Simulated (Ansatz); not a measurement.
ReC:
```
CELL_PARAMETERS angstrom
      2.69196     0.00000     0.00000
      0.00000     2.69196     0.00000
      0.00000     0.00000     2.69196
ATOMIC_POSITIONS crystal
  Re 0.00000 0.00000 0.00000
  C  0.50000 0.50000 0.50000
```

Relaxed with PBE. Special points in fractions of this cell's reciprocal vectors: Γ (0.000, 0.000, 0.000); X (0.000, 0.500, 0.000); M (0.500, 0.500, 0.000); R (0.500, 0.500, 0.500).

Task: List the band energies nearest the Fermi level at these points for DFT-PBE with spin–orbit coupling in the program Ansatz with PAW potentials.

Result: In eV from the Fermi level; about four levels below and three above (degenerate sets whole), none deeper than 8.9 eV; points with the same levels are listed once.

| k | below | above |
|---|---|---|
| Γ | -0.07 -0.07 -0.07 -0.07 | 1.42 1.42 1.42 1.42 |
| X | -4.17 -4.17 -3.92 -3.92 | 2.12 2.12 3.43 3.43 |
| M | -1.21 -1.21 -0.89 -0.89 | 1.05 1.05 2.56 2.56 |
| R | -8.75 -8.75 -8.31 -8.31 | 4.33 4.33 4.33 4.33 |

Space group Pm-3m (CsCl type). The cell is a constructed one: a structure type filled with these elements; neither database checked (COD, Materials Project) lists it. Whether it is the stable phase at ambient conditions was not checked. The PBE relaxation kept the symmetry of its start; its stability against distortions is not shown here. No spin polarisation was allowed.

Potentials: the later of the program's two PAW sets.
